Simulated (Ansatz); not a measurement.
NaF:
```yaml
crystal:
  lattice:
    - [0.00000, 2.31432, 2.31432]
    - [2.31432, 0.00000, 2.31432]
    - [2.31432, 2.31432, 0.00000]
  atoms:
    - { symbol: Na, position: [0.00000, 0.00000, 0.00000] }
    - { symbol: F, position: [0.50000, 0.50000, 0.50000] }
```

Relaxed with PBEsol. PBEsol in the plane-wave PAW code Ansatz gives a gap of 6.20 eV.

**Question.** What gap does HSE06 give on the same cell (Ansatz, PAW)?

**Answer.** 8.50 eV, 2.30 eV more. The hybrid was solved on a coarser mesh and at special points; the gap given is the minimum over both.

```csv
k,v1 PBEsol,c1 PBEsol,v1 HSE06,c1 HSE06
Γ,0.00,6.20,0.00,8.50
X,-0.41,13.02,[?],[?]
L,-0.26,10.64,[?],[?]
W,-0.58,13.06,[?],[?]
K,-0.37,12.67,[?],[?]
```

**Question.** Top valence (v1) and lowest conduction level (c1) in eV from each method's valence maximum (which need not be a listed point): supply the withheld HSE06 values.

**Answer.** 
- K, v1 HSE06: -0.39
- K, c1 HSE06: 15.11
- L, v1 HSE06: -0.27
- L, c1 HSE06: 13.03
- X, v1 HSE06: -0.43
- X, c1 HSE06: 15.48
- W, v1 HSE06: -0.60
- W, c1 HSE06: 15.54

Cost on shared cores: the PBEsol run (SCF on a 10×10×10 mesh, then bands and DOS) roughly 10 core-seconds, the HSE06 run (SCF on 8×8×8, then a few points) around 100 core-seconds (rough); the tasks are unlike.

Space group Fm-3m (rock salt). Symmetry was held in the PBEsol relaxation.

Potentials: the earlier of the program's two PAW sets. The files were generated under PBE; for other functionals the program regenerates the frozen cores, and for LDA and PBEsol the local potential too.
